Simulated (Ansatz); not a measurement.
Question: Tl (hcp (Mg type), P6_3/mmc) is relaxed with LDA (plane waves, PAW; program Ansatz). What lattice parameters of the conventional cell result?

Answer: a = 3.386 Å, c = 5.488 Å.

Its a lies over 2 % below tabulated measurements.

Symmetry was held in the LDA relaxation. Axis ratios of metals converge slowly with the k-mesh, so a and c are less sure than the volume. Spin–orbit coupling is left out wherever it is not named.

Potentials: the later of the program's two PAW sets.
